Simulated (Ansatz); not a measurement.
This cell of NiO (rock salt) is off equilibrium:

```xyz
2
Lattice="0.0000 2.1079 2.1079 2.1079 0.0000 2.1079 2.1079 2.1079 0.0000" Properties=species:S:1:pos:R:3 pbc="T T T"
O      0.5040     0.0000     0.0000
Ni     2.1079     2.1079     2.1079
```

All values below come from PBE (plane waves to 420 eV, PAW, scalar-relativistic; Ansatz, an electronic-structure program). k mesh 15×15×15 (Γ-centred), Fermi-Dirac smearing 0.05 eV. E stands for the smeared free energy. Compression counts positive. The magnetic moment jumps within the scan, so the points may not all belong to one state, and nothing is fitted. With partly filled bands, energies and forces of such displacements shift with the k mesh and the smearing. NiO is run spin-polarised and with no Hubbard U; the real compound is an antiferromagnetic insulator, a state that this run doesn't describe. NiO was relaxed with its symmetry unable to fall. Relaxed NiO ends ferromagnetic. Other magnetic orders were not checked, so this need not be the ground state.

Problem. Predict the force on every atom, in eV/Å.

Solution. 
| atom | Fx | Fy | Fz |
|---|---|---|---|
| O1 | -6.243 | 0.000 | 0.000 |
| Ni2 | 6.243 | 0.000 | 0.000 |

Problem. What is the stress tensor (GPa)?

Solution. 
```
   89.4      0.0      0.0
    0.0     -1.5      0.0
    0.0      0.0     -1.5
```
The pressure, a third of the trace, is 28.8 GPa.

Problem. In it atom 1 sits (0.504, 0.000, 0.000) Å away from its relaxed site. What is its energy relative to the relaxed cell?

Solution. 1056 meV/cell.

(A displaced cell: forces are minus the slopes of the energy, force constants its curvatures, and phonons follow from these.)
